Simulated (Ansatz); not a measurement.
Input, command and steps of an Ansatz relaxation.

```yaml
crystal:
  lattice:
    - [4.0050655488, 0.0, 0.0]
    - [-2.0025327744, 3.4684885091, 0.0]
    - [0.0, 0.0, 5.2547538382]
  atoms:
    - { symbol: Ni, position: [0.0, 0.0, 0.7462868175] }
    - { symbol: Ni, position: [0.0, 0.0, 0.2537131825] }
    - { symbol: Sb, position: [0.6666666667, 0.3333333333, 0.5] }
    - { symbol: Te, position: [0.3333333333, 0.6666666667, 0.0] }
basis:
  ecutwfc: 500
kpoints:
  mp_grid: { grid: [12, 12, 8] }
hamiltonian:
  xc: r2scan
scf:
  occupations: { method: gaussian, width: 0.1 }
output:
  forces: true
  stress: true
  eigenvalues: true
relax:
  adjacent_minimum: "off"
  f_tol: 0.01
  max_steps: 30
  cell: { stress_tol: 0.1, fix: [volume] }
```

```bash
ansatz run input.yaml --threads 1 --pin off --max-ram 2560MiB --backend cpu --events-out ev --progress --plain --runs-dir out
```

Computed with DFT r2SCAN, scalar-relativistic, plane waves, PAW (Ansatz).

The volume is held at 1.03 times that of the relaxed cell.

Of 4 frames 3 are shown, positions in Å and forces in eV/Å; the SCF threshold varies from step to step. Steps run on the plane waves of an earlier cell, with a Pulay correction in the pressure. The basis is chosen afresh for the last frame, the zero of the energies, and at times for earlier ones too; energy and pressure step there, also at an unchanged geometry. Spin polarisation was left out; whether the Ni atoms would carry moments isn't shown by this run.

```xyz
4
Lattice="4.0051 0.0000 0.0000 -2.0025 3.4685 0.0000 0.0000 0.0000 5.2548" Properties=species:S:1:pos:R:3:forces:R:3 pbc="T T T" step=1 free_energy_over_end_meV_per_atom=0.07 pressure_GPa=-3.13
Ni    0.0000    0.0000    3.9216    0.0000    0.0000   -0.0350
Ni    0.0000    0.0000    1.3332    0.0000    0.0000    0.0350
Sb    2.0025    1.1562    2.6274    0.0000    0.0000    0.0000
Te    0.0000    2.3123    0.0000    0.0000    0.0000    0.0000
4
Lattice="4.0018 0.0000 0.0000 -2.0009 3.4657 0.0000 0.0000 0.0000 5.2633" Properties=species:S:1:pos:R:3:forces:R:3 pbc="T T T" step=2 free_energy_over_end_meV_per_atom=0.01 pressure_GPa=-3.11
Ni    0.0000    0.0000    3.9257    0.0000    0.0000   -0.0186
Ni    0.0000    0.0000    1.3375    0.0000    0.0000    0.0186
Sb    2.0009    1.1552    2.6316    0.0000    0.0000    0.0000
Te    0.0000    2.3105    0.0000    0.0000    0.0000    0.0000
4
Lattice="4.0009 0.0000 0.0000 -2.0005 3.4649 0.0000 0.0000 0.0000 5.2656" Properties=species:S:1:pos:R:3:forces:R:3 pbc="T T T" step=4 free_energy_over_end_meV_per_atom=0.00 pressure_GPa=-3.09
Ni    0.0000    0.0000    3.9254    0.0000    0.0000   -0.0006
Ni    0.0000    0.0000    1.3402    0.0000    0.0000    0.0006
Sb    2.0005    1.1550    2.6328    0.0000    0.0000    0.0000
Te    0.0000    2.3099    0.0000    0.0000    0.0000    0.0000
```

The run took 110 s on 1 thread of Intel(R) Xeon(R) 6975P-C (Granite Rapids), on a shared host, peak memory 0.74 GiB.